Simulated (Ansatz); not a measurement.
Consider the following.

AlCo:
```
CELL_PARAMETERS angstrom
      0.00000     2.36607     2.36607
      2.36607     0.00000     2.36607
      2.36607     2.36607     0.00000
ATOMIC_POSITIONS crystal
  Co 0.00000 0.00000 0.00000
  Al 0.50000 0.50000 0.50000
```

This is the PBEsol-relaxed structure.

Task: All from plane-wave PAW PBEsol (Ansatz code), unless another level is named. Estimate the formation energy from the elements (no fitted shifts).

Result: 0.27 eV/atom.

Task: Next, the density of states at the Fermi level?

Result: 0.47 states/eV per atom (mean over ±0.08 eV).

Space group Fm-3m (rock salt). The start of the workflow was typed in or built on a structure type; neither database checked (COD, Materials Project) lists it. Its standing as an ambient phase is unchecked. Symmetry was held in the PBEsol relaxation. At this level the phase is mechanically unstable. The workflow began spin-polarised and lost its moments. Its formation energy is positive at this level, so the cell may be metastable or incomplete. The references are the lowest solids computed at this level, not always the standard phases.

Potentials: the later of the program's two PAW sets.
